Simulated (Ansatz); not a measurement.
## Course of a relaxation: Mn4Ga

The cell of Mn4Ga is invented: random cell by space group and Wyckoff sites (P31m, No. 157). Lengths were set from tabulated atomic sizes, so they are only a guess.

```
Mn Ga
1.0
     3.67622    0.00000    0.00000
    -1.83811    3.18370    0.00000
     0.00000    0.00000    6.28161
Mn Ga
4 1
Direct
  0.52371 0.00000 0.12342
  0.00000 0.52371 0.12342
  0.47629 0.47629 0.12342
  0.00000 0.00000 0.46926
  0.00000 0.00000 0.05038
```

Method: DFT PBE, scalar-relativistic, plane waves, PAW (Ansatz 0.2.0). Cutoff 420 eV, Gaussian smearing, Γ-centred meshes. Cell and atoms relax first on a coarse mesh and then on a finer one. In between, the cell is made exact in the group found at 0.06 Å. In metals the finer mesh still leaves noise of several meV/atom or more. The steps can't lower the symmetry of their start. Collinear spin, starting moments Mn 4.0 (×4) μB.

Steps on the 6×6×4 mesh (5 atoms, 16 steps). The free energy counts from the last step; some steps are skipped; the plane-wave basis is renewed at times, which shifts energy and pressure.

```csv
step,ΔF (meV/atom),V (Å³/atom),P (GPa),largest force component (eV/Å)
1,4569.6,14.70,153.75,17.090
3,1056.4,17.71,41.14,6.367
4,368.9,19.70,11.21,1.649
6,152.0,19.00,0.72,0.935
8,81.2,17.21,-1.03,0.314
9,81.9,16.89,0.78,0.567
11,78.2,17.15,0.01,0.010
13,1.9,18.19,-1.17,0.180
14,0.3,17.90,-0.21,0.042
16,0.0,17.82,-0.01,0.005
```

The relaxed structure, after a last relaxation on the converged mesh:

```cif
data_structure
_symmetry_space_group_name_H-M 'P 1'
_symmetry_Int_Tables_number 1
_cell_length_a 4.4921
_cell_length_b 4.4921
_cell_length_c 5.1404
_cell_angle_alpha 90.000
_cell_angle_beta 90.000
_cell_angle_gamma 120.000
_cell_volume 89.83
loop_
_atom_site_label
_atom_site_type_symbol
_atom_site_fract_x
_atom_site_fract_y
_atom_site_fract_z
_atom_site_occupancy
Mn1 Mn 0.50000 0.00000 0.18996 1
Mn2 Mn 0.00000 0.50000 0.18996 1
Mn3 Mn 0.50000 0.50000 0.18996 1
Mn4 Mn 0.00000 0.00000 0.41555 1
Ga1 Ga 0.00000 0.00000 0.90449 1
```

The symmetry goes from P31m (No. 157) to P6mm (No. 183). The volume per atom grows by 22.2 %, from 14.7 to 18.0 Å³. The shortest distance goes from 1.81 Å (Mn–Ga) to 2.25 Å (Mn–Mn). The energy falls by about 4.6 eV/atom (the start's value is from the coarse mesh). The end is written in a standard setting, so origin, axes and order of atoms can differ from the start's. Mn on a site of symmetry 2mm has 4 Mn at 2.25 Å, 2 Mn at 2.53 Å and 2 Ga at 2.68 Å; around Mn on a site of symmetry 6mm lie 2 Ga at 2.51–2.63 Å and 6 Mn at 2.53 Å; Ga is surrounded by 8 Mn at 2.51–2.68 Å.

* Volume per atom: 17.97 Å³
* Density: 5.35 g/cm³
* Formation energy: +0.85 eV/atom
* Gap on the 12×12×8 mesh of the 5-atom cell: 0 eV (a metal)
* Net moment per atom: 0.11 μB
* Moment by site: Mn -1.0 (×3), 2.7 μB

Energies over the elements count from the elements' standard structures at the same level, with no fitted energy shifts.

The last run used collinear spin and Gaussian smearing of 0.10 eV. Another magnetic order may lie lower. A structure relaxed within its symmetry needn't be a true minimum. Site moments count only spheres around the atoms; the net moment includes the space between them.
